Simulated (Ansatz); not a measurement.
**Rocksalt alloy of MgO and CdO (24 of 64 Mg sites exchanged), 128 atoms**

Ansatz, PAW, plane waves. PBEsol relaxation of volume and atoms (shape held) at the single k point (½, ½, ½); single points on the relaxed atoms at the Γ point alone, onto which points of the small cell's zone fold. Arrangement: random. No spin–orbit coupling unless named.

Relaxed structure:

```yaml
crystal:
  lattice:
    - [0.00000, 8.84579, 8.84579]
    - [8.84579, 0.00000, 8.84579]
    - [8.84579, 8.84579, 0.00000]
  atoms:
    - { symbol: O, position: [0.37624, 0.12345, 0.10770] }
    - { symbol: O, position: [0.87635, 0.12576, 0.12498] }
    - { symbol: O, position: [0.11815, 0.36765, 0.38259] }
    - { symbol: O, position: [0.37662, 0.64209, 0.10706] }
    - { symbol: O, position: [0.38220, 0.11649, 0.62279] }
    - { symbol: O, position: [0.63181, 0.35229, 0.38162] }
    - { symbol: O, position: [0.87521, 0.62561, 0.12213] }
    - { symbol: O, position: [0.86105, 0.13593, 0.62703] }
    - { symbol: O, position: [0.12209, 0.87901, 0.37222] }
    - { symbol: O, position: [0.11867, 0.37895, 0.88219] }
    - { symbol: O, position: [0.37648, 0.62227, 0.62662] }
    - { symbol: O, position: [0.62582, 0.87679, 0.37466] }
    - { symbol: O, position: [0.63320, 0.36653, 0.86655] }
    - { symbol: O, position: [0.87565, 0.62545, 0.64552] }
    - { symbol: O, position: [0.13113, 0.88564, 0.87928] }
    - { symbol: O, position: [0.62402, 0.87680, 0.87224] }
    - { symbol: O, position: [0.11639, 0.38152, 0.12084] }
    - { symbol: O, position: [0.38433, 0.13017, 0.38093] }
    - { symbol: O, position: [0.64106, 0.36403, 0.12441] }
    - { symbol: O, position: [0.86818, 0.13230, 0.36700] }
    - { symbol: O, position: [0.10992, 0.87827, 0.12375] }
    - { symbol: O, position: [0.11524, 0.37018, 0.63434] }
    - { symbol: O, position: [0.37830, 0.63717, 0.37167] }
    - { symbol: O, position: [0.62877, 0.86233, 0.12323] }
    - { symbol: O, position: [0.38890, 0.12344, 0.87337] }
    - { symbol: O, position: [0.63080, 0.36901, 0.63048] }
    - { symbol: O, position: [0.87489, 0.62472, 0.36038] }
    - { symbol: O, position: [0.87375, 0.13737, 0.87746] }
    - { symbol: O, position: [0.13137, 0.86807, 0.61671] }
    - { symbol: O, position: [0.37652, 0.62186, 0.87565] }
    - { symbol: O, position: [0.62077, 0.88048, 0.62959] }
    - { symbol: O, position: [0.86907, 0.61602, 0.88606] }
    - { symbol: O, position: [0.10867, 0.13937, 0.37631] }
    - { symbol: O, position: [0.37838, 0.37330, 0.12430] }
    - { symbol: O, position: [0.62718, 0.12117, 0.37778] }
    - { symbol: O, position: [0.87870, 0.36967, 0.12093] }
    - { symbol: O, position: [0.11355, 0.63411, 0.36733] }
    - { symbol: O, position: [0.39838, 0.87036, 0.11406] }
    - { symbol: O, position: [0.11186, 0.12576, 0.87736] }
    - { symbol: O, position: [0.38489, 0.36437, 0.63125] }
    - { symbol: O, position: [0.62903, 0.63687, 0.37426] }
    - { symbol: O, position: [0.87101, 0.87765, 0.13744] }
    - { symbol: O, position: [0.62640, 0.12274, 0.86117] }
    - { symbol: O, position: [0.87249, 0.36294, 0.62490] }
    - { symbol: O, position: [0.13029, 0.60549, 0.88227] }
    - { symbol: O, position: [0.39115, 0.87506, 0.62308] }
    - { symbol: O, position: [0.62547, 0.64018, 0.87193] }
    - { symbol: O, position: [0.84909, 0.88493, 0.63144] }
    - { symbol: O, position: [0.11193, 0.13836, 0.12366] }
    - { symbol: O, position: [0.63335, 0.13297, 0.13328] }
    - { symbol: O, position: [0.12762, 0.62384, 0.12100] }
    - { symbol: O, position: [0.12746, 0.13485, 0.62690] }
    - { symbol: O, position: [0.38284, 0.35454, 0.38434] }
    - { symbol: O, position: [0.62644, 0.63342, 0.11230] }
    - { symbol: O, position: [0.62421, 0.12491, 0.62349] }
    - { symbol: O, position: [0.87690, 0.37049, 0.38110] }
    - { symbol: O, position: [0.13781, 0.61353, 0.63157] }
    - { symbol: O, position: [0.38290, 0.85584, 0.38218] }
    - { symbol: O, position: [0.36894, 0.38108, 0.86879] }
    - { symbol: O, position: [0.61412, 0.62246, 0.62533] }
    - { symbol: O, position: [0.87219, 0.89051, 0.36479] }
    - { symbol: O, position: [0.88044, 0.36960, 0.88326] }
    - { symbol: O, position: [0.38048, 0.87274, 0.86658] }
    - { symbol: O, position: [0.86010, 0.87737, 0.87165] }
    - { symbol: Mg, position: [0.99658, 0.00498, 0.00281] }
    - { symbol: Mg, position: [0.50622, 0.99673, 0.99210] }
    - { symbol: Mg, position: [0.99806, 0.49817, 0.00219] }
    - { symbol: Mg, position: [0.50501, 0.99873, 0.50115] }
    - { symbol: Mg, position: [0.75363, 0.24559, 0.24928] }
    - { symbol: Mg, position: [0.75075, 0.75097, 0.24827] }
    - { symbol: Mg, position: [0.74940, 0.25004, 0.74768] }
    - { symbol: Mg, position: [0.74364, 0.75509, 0.75412] }
    - { symbol: Mg, position: [0.99349, 0.00675, 0.24658] }
    - { symbol: Mg, position: [0.24585, 0.25568, 0.99624] }
    - { symbol: Mg, position: [0.75694, 0.24799, 0.00251] }
    - { symbol: Mg, position: [0.99914, 0.49942, 0.24716] }
    - { symbol: Mg, position: [0.25108, 0.75198, 0.99678] }
    - { symbol: Mg, position: [0.25073, 0.24634, 0.50384] }
    - { symbol: Mg, position: [0.74874, 0.74781, 0.99892] }
    - { symbol: Mg, position: [0.50238, 0.99948, 0.74833] }
    - { symbol: Mg, position: [0.74875, 0.24778, 0.50144] }
    - { symbol: Mg, position: [0.99946, 0.49373, 0.76027] }
    - { symbol: Mg, position: [0.25728, 0.74345, 0.50291] }
    - { symbol: Mg, position: [0.49862, 0.49889, 0.74819] }
    - { symbol: Mg, position: [0.99738, 0.25032, 0.00217] }
    - { symbol: Mg, position: [0.75032, 0.00253, 0.25248] }
    - { symbol: Mg, position: [0.99545, 0.25312, 0.50029] }
    - { symbol: Mg, position: [0.50397, 0.75491, 0.99296] }
    - { symbol: Mg, position: [0.25495, 0.00119, 0.74878] }
    - { symbol: Mg, position: [0.50455, 0.24047, 0.50442] }
    - { symbol: Mg, position: [0.74212, 0.00254, 0.74823] }
    - { symbol: Mg, position: [0.25246, 0.49634, 0.75270] }
    - { symbol: Mg, position: [0.50293, 0.74954, 0.50055] }
    - { symbol: Mg, position: [0.99433, 0.25438, 0.24835] }
    - { symbol: Mg, position: [0.24908, 0.50021, 0.99817] }
    - { symbol: Mg, position: [0.50709, 0.24443, 0.25499] }
    - { symbol: Mg, position: [0.75422, 0.49772, 0.00126] }
    - { symbol: Mg, position: [0.74455, 0.00437, 0.49867] }
    - { symbol: Mg, position: [0.99668, 0.75416, 0.24604] }
    - { symbol: Mg, position: [0.99833, 0.24960, 0.75321] }
    - { symbol: Mg, position: [0.50506, 0.75050, 0.24643] }
    - { symbol: Mg, position: [0.50308, 0.24816, 0.74779] }
    - { symbol: Mg, position: [0.74938, 0.49745, 0.49950] }
    - { symbol: Mg, position: [0.50159, 0.75247, 0.74883] }
    - { symbol: Cd, position: [0.98945, 0.00437, 0.50211] }
    - { symbol: Cd, position: [0.25012, 0.24945, 0.24799] }
    - { symbol: Cd, position: [0.50899, 0.49843, 0.99586] }
    - { symbol: Cd, position: [0.99210, 0.50058, 0.50309] }
    - { symbol: Cd, position: [0.25015, 0.75662, 0.24272] }
    - { symbol: Cd, position: [0.25006, 0.24528, 0.75485] }
    - { symbol: Cd, position: [0.50743, 0.49692, 0.49844] }
    - { symbol: Cd, position: [0.25090, 0.75079, 0.75133] }
    - { symbol: Cd, position: [0.50138, 0.00057, 0.24777] }
    - { symbol: Cd, position: [0.99821, 0.00447, 0.74932] }
    - { symbol: Cd, position: [0.50221, 0.49955, 0.24800] }
    - { symbol: Cd, position: [0.75152, 0.74943, 0.50124] }
    - { symbol: Cd, position: [0.25017, 0.00002, 0.24907] }
    - { symbol: Cd, position: [0.50352, 0.24772, 0.99518] }
    - { symbol: Cd, position: [0.99944, 0.75417, 0.99636] }
    - { symbol: Cd, position: [0.25088, 0.49825, 0.25093] }
    - { symbol: Cd, position: [0.74896, 0.49812, 0.25096] }
    - { symbol: Cd, position: [0.99667, 0.75384, 0.50270] }
    - { symbol: Cd, position: [0.75092, 0.49872, 0.75125] }
    - { symbol: Cd, position: [0.25040, 0.00016, 0.99933] }
    - { symbol: Cd, position: [0.74730, 0.00373, 0.00167] }
    - { symbol: Cd, position: [0.25407, 0.00202, 0.49836] }
    - { symbol: Cd, position: [0.25261, 0.49543, 0.50028] }
    - { symbol: Cd, position: [0.99688, 0.74439, 0.75271] }
```

Task: What are the mean bond lengths by pair (pairs within 1.2 times the sum of covalent radii, less contacts 15 % beyond the pair's median; cation–cation pairs of compounds aside; long ionic contacts are cut short by that bound)?

Result: Cd–O 2.298 ± 0.048 Å (standard deviation, 144 bonds); Mg–O 2.165 ± 0.061 Å (standard deviation, 240 bonds).

Task: What gap lies between the top filled and the lowest empty level in the single points?

Result: HSE06 with spin–orbit coupling 2.97 eV (8.4 min on NVIDIA GB200).
